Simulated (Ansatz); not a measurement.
GeSe:
```
CELL_PARAMETERS angstrom
      3.90628     0.00000     0.00000
      0.00000     4.02525     0.00000
      0.00000     0.00000    32.00000
ATOMIC_POSITIONS crystal
  Ge 0.00000 0.03780 0.46351
  Ge 0.50000 0.53780 0.53649
  Se 0.50000 0.59667 0.45907
  Se 0.00000 0.09667 0.54093
```
The layer is periodic in x and y and isolated along z.

Relaxed with LDA.

Question: All from DFT-LDA in the program Ansatz with PAW potentials, unless another level is named. Give the electron affinity (Kohn–Sham).

Answer: 3.60 eV.

Question: Give the electron effective mass, in the valley on the Γ–X line, 82 % of the way from Γ.

Answer: 0.12 along x, 0.11 along y (mₑ).

Question: What about the hole effective mass, in the valley on the Y–Γ line, 21 % of the way from Y?

Answer: 0.13 along x, 0.097 along y (mₑ).

Space group Pmn2_1 (puckered). The layer was cut from a bulk entry of the Materials Project (measured or hypothetical); whether that bulk phase is the ambient one, and whether the layer has been isolated, was not checked. Symmetry was held in the LDA relaxation; whether a distortion lowers the energy is not shown. Scalar-relativistic: spin–orbit coupling is off unless named, which matters more the heavier the elements.

Potentials: the later of the program's two PAW sets.

Edges and masses are those of Kohn–Sham bands, whose gap is no quasiparticle gap.
